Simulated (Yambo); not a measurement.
A G0W0@PBEsol run in Yambo for AgI (wurtzite, space group P6_3mc, No. 186) under biaxial strain of +2 % along x and y, z relaxed (3×3×2 Γ-centred k mesh, bands 9 to 205 and a 7 Ry block in the screening, 205 bands in G with the Bruneval-Gonze terminator, plasmon pole fitted at 27.2 eV) gives these matrix elements, in eV, at the band edges (Γ → Γ):

```csv
state,E0,<Vxc>,<Σx>,<Σc(E0)>,Z
valence edge,0.000,-17.306,-20.888,2.594,0.794
conduction edge,1.254,-9.502,-5.402,-3.644,0.822
```

Q: Solve the linearised quasiparticle equation for both states, give the gap, and say how exchange and correlation each act on it.

A: E = E0 + Z(Σx + Σc − Vxc). Valence: 0.000 + 0.794 × (-20.888 + (2.594) − (-17.306)) = -0.78 eV. Conduction: 1.254 + 0.822 × (-5.402 + (-3.644) − (-9.502)) = 1.63 eV. The gap is 2.41 eV, against 1.25 eV in PBEsol. Replacing Vxc by bare exchange alone would open it by 7.68 eV; correlation takes back 6.24 eV of that, and Z scales what is left. Convergence of the G0W0 settings was not tested. The k mesh is coarse. Spin-orbit coupling is left out, which matters for elements this heavy: edges can move by tenths of an eV.
